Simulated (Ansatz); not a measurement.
Input file of a DFT run on Ta with Ansatz:

```yaml
crystal:
  lattice:
    - [-1.6606545525, 1.6606545525, 1.6606545525]
    - [1.6606545525, -1.6606545525, 1.6606545525]
    - [1.6606545525, 1.6606545525, -1.6606545525]
  atoms:
    - { symbol: Ta, position: [0.0, 0.0, 0.0] }
basis:
  ecutwfc: 420
  ecutrho_ratio: 4
kpoints:
  mp_grid: { grid: [18, 18, 18] }
hamiltonian:
  xc: pbe
scf:
  occupations: { method: gaussian, width: 0.05 }
output:
  forces: true
  stress: true
  eigenvalues: true
  populations: true
magnetization:
  noncollinear: true
  spin_orbit: true
```

**Question.** What will the run give?

**Answer.** Pressure -0.5 GPa, gap on the mesh zero (metallic) (PBE+SOC).

What the program printed, in part:

```
Pseudopotentials: kind: paw_fr
Pseudopotential: Ta, paw_fr, valence charge 13, recommended cutoff 420 eV (normal), Ta.paw.azcp#standard-fr
Crystal: 1 atoms, lattice volume = 18.319 Å³
Basis set: ecut = 420 eV, 369 PW (Γ), exchange–correlation on 40×40×40 points (8 copies of the dense FFT grid, shifted against one another)
Bands: 22, of which v1, the nominal top of the filled ones, is band 13 counted from 1 (12 counted from 0)
Symmetry: 48 space group operations + 48 with time reversal
Magnetic group: BNS 229.141 (UNI 1643), of the structure as read, at distance tolerance 2.6e-5 Å
k-points: 195 of 5832
Projection manifold: j_resolved (fully-relativistic pseudo-atomic orbitals)
Initial density: superposition of atomic densities (chi_scale 0.1, normalization cell)
Initial wavefunctions: pseudopotential atomic-orbital guess
Functional: x = pbe(κ = 0.804, μ = 0.21951), c = pbe(β = 0.06672)
```

```
SCF iter   1: F=—  HF=-9954.904969 eV  |F-HF|=—  |Δ(HF+E_count)|=         —  Δρ=4.16e-2  dr2=3.06e-1  dr2_m=0.00e0 (ungated)  ethr=3.10e-3  |M|=0.00e0 ∫|m|=0.00e0 μB  |m|>n=0.0e0 m-floor=0.0e0 τ_xc=0.0e0  β_m=0.30  ⟨swp⟩=6.4  Hψ=11166  notcnv=0  defer=20
SCF iter   2: F=—  HF=-9954.828877 eV  |F-HF|=—  |Δ(HF+E_count)|=   7.61e-2  Δρ=2.54e-2  dr2=9.24e-2  dr2_m=0.00e0 (ungated)  ethr=2.35e-3  |M|=0.00e0 ∫|m|=0.00e0 μB  |m|>n=0.0e0 m-floor=0.0e0 τ_xc=0.0e0  β_m=0.49  ⟨swp⟩=2.0  Hψ=3519  notcnv=0  defer=536
SCF iter   3: F=—  HF=-9954.812365 eV  |F-HF|=—  |Δ(HF+E_count)|=   1.65e-2  Δρ=5.49e-3  dr2=1.94e-3  dr2_m=0.00e0 (ungated)  ethr=7.11e-4  |M|=0.00e0 ∫|m|=0.00e0 μB  |m|>n=0.0e0 m-floor=0.0e0 τ_xc=0.0e0  β_m=0.67  ⟨swp⟩=3.0  Hψ=3607  notcnv=0  defer=576
SCF iter   4: F=—  HF=-9954.813455 eV  |F-HF|=—  |Δ(HF+E_count)|=   1.09e-3  Δρ=2.62e-4  dr2=4.13e-6  dr2_m=0.00e0 (ungated)  ethr=1.50e-5  |M|=0.00e0 ∫|m|=0.00e0 μB  |m|>n=0.0e0 m-floor=0.0e0 τ_xc=0.0e0  β_m=0.69  ⟨swp⟩=1.8  Hψ=2677  notcnv=0  defer=576
SCF iter   5: F=—  HF=-9954.813460 eV  |F-HF|=—  |Δ(HF+E_count)|=   5.16e-6  Δρ=5.27e-5  dr2=9.61e-8  dr2_m=0.00e0 (ungated)  ethr=7.69e-10  |M|=0.00e0 ∫|m|=0.00e0 μB  |m|>n=0.0e0 m-floor=0.0e0 τ_xc=0.0e0  β_m=0.85  ⟨swp⟩=9.7  Hψ=11654  notcnv=0
SCF iter   6: F=-9954.813460 eV  HF=-9954.813460 eV  |F-HF|=3.52e-9  |Δ(HF+E_count)|=   6.20e-8  Δρ=9.80e-6  dr2=5.79e-9  dr2_m=0.00e0 (ungated)  ethr=7.39e-10  |M|=0.00e0 ∫|m|=0.00e0 μB  |m|>n=0.0e0 m-floor=0.0e0 τ_xc=0.0e0  ⟨swp⟩=2.1  Hψ=7451  notcnv=0
```

```
SCF 1 converged in 6 iterations: F = -9954.813460 eV  dr2 = 5.79e-9
SCF converged after 6 iterations
Magnetization: |M| = 0.0000 μB,  M = (+0.0000, +0.0000, +0.0000) μB
Absolute magnetization: 0.0000 μB (∫|m|)
  site 0: m = (+0.0000, +0.0000, +0.0000) μB, |m| = 0.0000 μB  (R = 1.19 Å)
Free energy (F): -9954.813460 eV
E sigma→0 (E₀):  -9954.812711 eV
Entropy (-TS):   -0.001498 eV (-1.498 meV/atom)
Fermi energy:    18.269546 eV
--- Forces (eV/Å), atoms counted from 1 ---
  atom   1  Ta     0.00000000     0.00000000     0.00000000
--- Stress (GPa, compression-positive) ---
       -0.457937       0.000000       0.000000
        0.000000      -0.457937       0.000000
        0.000000       0.000000      -0.457937
  P = ⅓ Tr σ = -0.4579 GPa (-4.579 kbar)
--- Band table (eV; the first three rows and the last of 195) ---
  k-point 0: bands = ["-48.6905", "-48.6905", "-21.2352", "-21.2352", "-12.2785", "-12.2785", "-12.2785", "-12.2785", "10.4609", "10.4609", "18.8758", "18.8758", "18.8758", "18.8758", "19.2974", "19.2974", "22.2945", "22.2945", "22.2945", "22.2945", "32.8280", "32.8280"]
  k-point 1: bands = ["-48.6872", "-48.6872", "-21.2447", "-21.2447", "-12.3116", "-12.3116", "-12.2849", "-12.2849", "10.5957", "10.5957", "18.8227", "18.8227", "18.9151", "18.9151", "19.3290", "19.3290", "22.1473", "22.1473", "22.2956", "22.2956", "32.9585", "32.9585"]
  k-point 2: bands = ["-48.6778", "-48.6778", "-21.2721", "-21.2721", "-12.4055", "-12.4055", "-12.3031", "-12.3031", "10.9863", "10.9863", "18.6348", "18.6348", "18.8589", "18.8589", "19.6150", "19.6150", "21.8366", "21.8366", "22.3070", "22.3070", "33.2663", "33.2663"]
  k-point 194: bands = ["-48.5010", "-48.5010", "-21.7258", "-21.7258", "-13.2125", "-13.2125", "-13.2125", "-13.2125", "14.5822", "14.5822", "14.5822", "14.5822", "24.8176", "24.8176", "24.8176", "24.8176", "25.1629", "25.1629", "25.4343", "25.4343", "27.4279", "27.4279"]
--- Löwdin populations: 1 site ---
  site symbol       q [e]
     0     Ta     12.9045
```

Total energies depend on the potentials used, so only differences within one code and one set of settings carry meaning.
